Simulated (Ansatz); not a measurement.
LuHg (Pm-3m) as a metal

```
CELL_PARAMETERS angstrom
3.61849 0.00000 0.00000
0.00000 3.61849 0.00000
0.00000 0.00000 3.61849
ATOMIC_POSITIONS crystal
Lu 0.50000 0.50000 0.50000
Hg 0.00000 0.00000 0.00000
```

Level of theory, where no other is named: r²SCAN, PAW on Ansatz 0.2.0's default frozen-core files (fitted under PBE), scalar-relativistic. k mesh 10×10×10, fine mesh 16×16×16, Fermi-Dirac smearing of 0.100 eV, cutoff 500 eV. The cell was relaxed by PAW under this functional.

Levels and slopes are solved on a 16×16×16 mesh, and each state is taken as quadratic over its cell.

(1) What is the density of states at the Fermi level, and which bare Sommerfeld coefficient follows?

(2) What Drude plasma energy and σ/τ do the band velocities give?

(3) Which bands cross the Fermi level, and what do they carry?

(4) Map the plane k₃ = 0 of the mesh: how many bands lie under the Fermi level at each point, counted from the least on the plane?

(5) On PAW files the program sums the optical response inside the mesh cells, interband lines and its own Drude term. Where does ε₁ rise through zero (a sharp plasmon if ε₂ is small there), and how much light is reflected?

Results:

(1) N(E_F) = 0.492 states/eV/atom (both spins), so γ = (π²/3) k_B² N(E_F) = 1.16 mJ/(mol-atom K²) without electron-phonon or spin-fluctuation enhancement.

(2) (ħω_p,α)² = (e²/ε₀VN_k) Σ_nkσ (∂E/∂k_α)² δ(E − E_F) gives ħω_p = (5.45, 5.45, 5.45) eV along x, y, z, and σ/τ = ε₀ω_p² = 6.07×10²⁰ Ω⁻¹m⁻¹s⁻¹ along x. Weighted by the density of states, the mean Fermi speed is 0.717×10⁶ m/s; the surface has an area of 12.1 Å⁻² for each spin direction.

(3) 

| band | filled part | N (states/eV/cell) | speed (10⁶ m/s) | 5th to 95th percentile | area (Å⁻²) | filling |
| --- | --- | --- | --- | --- | --- | --- |
| 1 | 0.95 | 0.18 | 0.817 | 0.66 to 0.98 | 2.53 | nearly full |
| 2 | 0.54 | 0.778 | 0.669 | 0.34 to 0.85 | 8.98 | partly filled |
| 3 | 0.01 | 0.0253 | 1.46 | 1.37 to 1.55 | 0.636 | nearly empty |

(4) k₁ runs to the right and k₂ upwards, each from −½ to ½ with 0 in the middle (the axes needn't be at right angles):
```
2222111111111222
2222111111111222
2222211111112222
1112211111112211
1111111111111111
1111110000011111
1111110000011111
1111110000011111
1111110000011111
1111110000011111
1111111111111111
1112211111112211
2222211111112222
2222111111111222
2222111111111222
2222111111111222
```

(5) 

```json
{"Fine mesh": "16, 16, 16", "Window top": "25 eV", "Line width": "0.2 eV", "Drude damping": "0.05 eV", "ε₁ rises through zero at x": "1.46, 5.03, 12.85 eV", "ε₂ there x": "15.4, 4.18, 0.59", "Plasma energy (x, y, z)": "5.48, 5.48, 5.48 eV", "Reflectivity at 1 eV, x-polarised": "0.7217", "Reflectivity at 2 eV, x-polarised": "0.5122", "Reflectivity at 3 eV, x-polarised": "0.551"}
```

The plasma energy here is the program's own sum at the run's smearing; it differs from the value above by up to 1 %, through mesh and smearing.

Caveats: frozen-core PAW files fitted under PBE, their cores solved anew for the functional of the run; no spin-orbit coupling on heavy atoms; filled d bands lie too high at this level, so their transitions start too early; these sums move with the mesh, by several per cent and more for small sheets.
